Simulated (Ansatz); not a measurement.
All numbers below come from DFT PBE+D3(BJ), scalar-relativistic, plane waves, PAW in Ansatz 0.2.0. Settings: cutoff 420 eV, Γ-centred meshes spaced at most about 0.3 Å⁻¹ (2π included), Gaussian smearing. No spin polarisation in the final relaxations.

Temperature and zero-point effects are left out. Both are relaxed sheets, periodic along a and b.

Two relaxed structures of As:

A.

```yaml
crystal:
  periodic: [true, true, false]
  lattice:
    - [3.56950, 0.00000, 0.00000]
    - [-1.78475, 3.09127, 0.00000]
    - [0.00000, 0.00000, 36.91690]
  atoms:
    - { symbol: As, position: [0.66667, 0.33333, 0.21963] }
    - { symbol: As, position: [0.33333, 0.66667, 0.18174] }
    - { symbol: As, position: [0.66667, 0.33333, 0.32212] }
    - { symbol: As, position: [0.00000, 0.00000, 0.36002] }
```

B.

```yaml
crystal:
  periodic: [true, true, false]
  lattice:
    - [3.57965, 0.00000, 0.00000]
    - [-1.78982, 3.10007, 0.00000]
    - [0.00000, 0.00000, 35.37257]
  atoms:
    - { symbol: As, position: [0.66667, 0.33333, 0.24043] }
    - { symbol: As, position: [0.33333, 0.66667, 0.20099] }
    - { symbol: As, position: [0.66667, 0.33333, 0.36442] }
    - { symbol: As, position: [0.33333, 0.66667, 0.32498] }
```

Question: Which would you expect to be lower, and how large is the difference?

Answer: B is lower, by 26 meV/atom. A has layer group p-3m1 (No. 72), 2.8 Å²/atom and a gap of 1.26 eV on its mesh; B has layer group p-3m1 (No. 72), 2.8 Å²/atom and a gap of 0.73 eV. In A, As at height 1.40 Å has 3 As at 2.49 Å; As at height 0.00 Å has 3 As at 2.49 Å. In B, As at height 1.40 Å has 3 As at 2.49 Å; As at height 0.00 Å has 3 As at 2.49 Å. Both come from invented guesses.

Kohn–Sham gaps at this level usually fall short of measured ones. Cells relaxed within their symmetry can be saddle points.
